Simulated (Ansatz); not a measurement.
Generalised stacking fault of TiN (rock salt) on the {100} plane. The cell below holds the perfect crystal with the plane normal along z; tilting its third vector by the shift puts one fault into each cell, between planes 2.12 Å apart, at fixed cell height.

```
CELL_PARAMETERS angstrom
      3.00303     0.00000     0.00000
      0.00000     3.00303     0.00000
      1.50151     1.50151     6.37038
ATOMIC_POSITIONS crystal
  N  0.00000 0.00000 0.83333
  N  0.33333 0.33333 0.16667
  N  0.66667 0.66667 0.50000
  Ti 0.50000 0.50000 0.83333
  Ti 0.83333 0.83333 0.16667
  Ti 0.16667 0.16667 0.50000
```

In-plane vectors a = (3.003, 0.000) Å, b = (0.000, 3.003) Å, area 9.02 Å². The shift is x·a + y·b, and the map repeats with period 1 in x and y. The shift is rigid: no atom relaxes. γ = [E(shift) − E(0)] / area.

The numbers are results of PBE (plane waves to 420 eV, PAW, scalar-relativistic; Ansatz, a quantum-chemistry and plane-wave program), not measurements. k mesh 13×13×13 (Γ-centred), Fermi-Dirac smearing 0.05 eV. Stress and pressure are positive under compression. Points where atoms come too close for the PAW data are left out (x in tables, blank in figures). Faults lie only 6.4 Å apart, and holding the cell height and the atoms raises γ above its relaxed value. TiN is run without spin polarisation. TiN was relaxed with its symmetry unable to fall. The last digit holds for this mesh only.

Changes of σ normal to the fault (GPa) from the point x = 0.000, y = 0.000 when one coordinate moves alone (two changes are said to add if the coupling is within 5 % of the smaller one, nearly so within 20 %):

```json
[
 {"point": "x = 0.167, y = 0.000", "change": "2.50"},
 {"point": "x = 0.333, y = 0.000", "change": "9.48"},
 {"point": "x = 0.500, y = 0.000", "change": "14.37"},
 {"point": "x = 0.667, y = 0.000", "change": "9.48"},
 {"point": "x = 0.833, y = 0.000", "change": "2.50"},
 {"point": "x = 0.000, y = 0.167", "change": "2.50"},
 {"point": "x = 0.000, y = 0.333", "change": "9.48"},
 {"point": "x = 0.000, y = 0.500", "change": "14.37"},
 {"point": "x = 0.000, y = 0.667", "change": "9.48"},
 {"point": "x = 0.000, y = 0.833", "change": "2.50"}
]
```

Question: What is the change at x = 0.167, y = 0.833, where both move, and how far is it from the sum?

Answer: The sum of the single changes is 2.50 + (2.50) = 5.00; the calculation gives 6.51, so the coupling contributes 1.51 (over 20 % of the smaller single change, not additive).

Question: Do the two effects add at x = 0.333, y = 0.167? Give the computed change.

Answer: The sum of the single changes is 9.48 + (2.50) = 11.98; the calculation gives 16.96, so the coupling contributes 4.98 (over 20 % of the smaller single change, not additive).

(The slope of γ gives the shear force per area between the displaced halves; near zero shift its curvature is an elastic stiffness.)
